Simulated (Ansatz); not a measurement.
SrHfO$_{3}$ (cubic perovskite)

```yaml
crystal:
  lattice:
    - [4.06824, 0.00000, 0.00000]
    - [0.00000, 4.06824, 0.00000]
    - [0.00000, 0.00000, 4.06824]
  atoms:
    - { symbol: Sr, position: [0.50000, 0.50000, 0.50000] }
    - { symbol: Hf, position: [0.00000, 0.00000, 0.00000] }
    - { symbol: O, position: [0.00000, 0.50000, 0.00000] }
    - { symbol: O, position: [0.50000, 0.00000, 0.00000] }
    - { symbol: O, position: [0.00000, 0.00000, 0.50000] }
```

The slice is a {110} plane (indices of the conventional cell) through the point (0.500, 0.500, 0.500) (fractional), spanned by u = [100] and v = [011] in vectors of this cell: u (4.07 Å) and v (5.75 Å, at 90° to u). It covers one period; positions are fractions (u, v).

Computed with LDA (plane waves to 420 eV, PAW, scalar-relativistic; Ansatz, a program for electronic structure). k mesh 8×8×8. Inside the PAW spheres the values are not all-electron values, and peaks at nuclei hang on which shells count as valence. Spin-orbit coupling is left out, though Hf is heavy. SrHfO3 is run without spin polarisation. SrHfO3 was relaxed with its symmetry unable to fall.

Three fields on this plane, each scaled to ten steps between its own extremes (0 low, 9 high; the total valence density on a logarithmic scale, the potential cut 8 eV below its top; x marks points blanked near nuclei; v = 0 in the bottom row):

Map A
```
|xxx930000039xx|
|xxx710000017xx|
|x9820000000289|
|43100000000013|
|00000000000000|
|43200000000023|
|x861014x410168|
|xxx31xxxxx13xx|
|xxx43xxxxx34xx|
|xxxxxxxxxxxxxx|
|xxx43xxxxx34xx|
|xxx31xxxxx13xx|
|x861014x410168|
|43200000000023|
|00000000000000|
|43100000000013|
|x9820000000289|
|xxx710000017xx|
|xxx930000039xx|
|xxxx5000005xxx|
```

Map B
```
|xxx852000258xx|
|xxx742111247xx|
|x9753222223579|
|65432233322345|
|33222344432223|
|54433456543344|
|x765579x975567|
|xxx67xxxxx76xx|
|xxx89xxxxx98xx|
|xxxxxxxxxxxxxx|
|xxx89xxxxx98xx|
|xxx67xxxxx76xx|
|x765579x975567|
|54433456543344|
|33222344432223|
|65432233322345|
|x9753222223579|
|xxx742111247xx|
|xxx852000258xx|
|xxxx5200025xxx|
```

Map C
```
|xxx005898500xx|
|xxx026898620xx|
|x0005799975000|
|00146899986410|
|55667666667665|
|88875200025788|
|x885000x000588|
|xxx20xxxxx02xx|
|xxx00xxxxx00xx|
|xxxxxxxxxxxxxx|
|xxx00xxxxx00xx|
|xxx20xxxxx02xx|
|x885000x000588|
|88875200025788|
|55667666667665|
|00146899986410|
|x0005799975000|
|xxx026898620xx|
|xxx005898500xx|
|xxxx0578750xxx|
```

Task: Assign the maps to these fields: electron localisation function (ELF); valence electron density; electrostatic potential energy of an electron, from the cell's mean.

Result: A is the electron localisation function (ELF); B is the valence electron density; C is the electrostatic potential energy of an electron, from the cell's mean.
